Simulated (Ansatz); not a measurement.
FeSi2: computed property card

FeSi2:
```
FeSi2
1.0
    2.68457     0.00000     0.00000
    0.00000     2.68457     0.00000
    0.00000     0.00000     5.09995
Fe Si
1 2
Cartesian
  1.34229   1.34229   0.00000
  0.00000   0.00000   1.38086
  0.00000   0.00000   3.71910
```
The run is spin-polarised; directions of the spins, atom by atom: 0 0 0.

Space group P4/mmm (No. 123); conventional cell a = b = 2.685 Å, c = 5.100 Å, α = β = γ = 90.00°.

Method: DFT-r²SCAN in the program Ansatz with PAW potentials. The cell and atoms are relaxed at this level. Other levels are named where they apply.

### Cell and energy

| Property | Value |
|---|---|
| Volume per atom | 12.25 Å³ |
| Density | 5.06 g/cm³ |
| Formation energy from the elements (no fitted shifts) | -0.21 eV/atom |

### Electronic structure

| Property | Value |
|---|---|
| Electronic character | metallic (no gap) |
| Density of states at the Fermi level | 0.31 states/eV per atom (mean over ±0.08 eV) |

### Magnetism

| Item | Result |
|---|---|
| Magnetic order | ferromagnetic |
| Net moment | 0.05 μB per atom |

### Mechanics

| Item | Value |
|---|---|
| Bulk modulus (Birch–Murnaghan fit) | 194 GPa |
| Pressure derivative B′ | 4.3 |

### Charges

| Property | Result |
|---|---|
| Bader charges | Fe -0.54, Si +0.27 e |

The workflow started from an entry of the Crystallography Open Database (COD), which files this formula under 2 space groups. Its standing as an ambient phase is unchecked. The r²SCAN relaxation kept the symmetry of its start; its stability against distortions is not shown here. Spin order of the final state: ferromagnetic, the only order run, not a proven ground state. The cell computed holds one magnetic atom, so no antiferromagnetic order was within reach. Other orbital occupations within this spin state were not tried. For itinerant 3d metals, meta-GGAs of the SCAN family and hybrids are commonly reported to give too large moments. The references are the lowest solids computed at this level, not always the standard phases.

Potentials: the later of the program's two PAW sets.
